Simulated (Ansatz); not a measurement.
Cs:
```
Cs
1.0
   -2.51169     2.51169     9.09431
    2.51169    -2.51169     9.09431
    2.51169     2.51169    -9.09431
Cs
2
Direct
  0.25000   0.75000   0.50000
  0.50000   0.50000   0.00000
```

Relaxed with PBEsol. Special points in fractions of this cell's reciprocal vectors: Γ (0.000, 0.000, 0.000); X (0.000, 0.000, 0.500); P (0.250, 0.250, 0.250); N (0.000, 0.500, 0.000); M (0.500, 0.500, -0.500); S (0.269, 0.731, -0.269); S0 (-0.269, 0.269, 0.269); R (-0.038, 0.038, 0.500); G (0.500, 0.500, -0.038).

List the band energies nearest the Fermi level at these points for PBEsol (plane waves, PAW; program Ansatz).

In eV from the Fermi level; about four levels below and three above (degenerate sets whole), none deeper than 8.9 eV; points with the same levels are listed once.

```tsv
k	below	above
Γ	-1.69 -0.07	0.68 1.55 1.56
X	–	0.49 0.49 1.24 1.24
P	–	0.50 0.50 1.16 1.16
N	-0.14	0.36 0.39 1.12
M	-1.10 -1.10	1.23 1.23 1.90 1.90
S	-0.08	0.20 0.42 1.14
R	–	0.49 0.49 1.22 1.22
```

Space group I4_1/amd. The first step of the workflow began from a Materials Project structure, measured or hypothetical; the Crystallography Open Database copy checked does not list it. It is not the phase usual at ambient conditions (space group No. 229). The cell was relaxed with PBEsol under the symmetry of its start. At this level the phase is mechanically unstable. Spin–orbit coupling is left out wherever it is not named.

Potentials: the later of the program's two PAW sets.
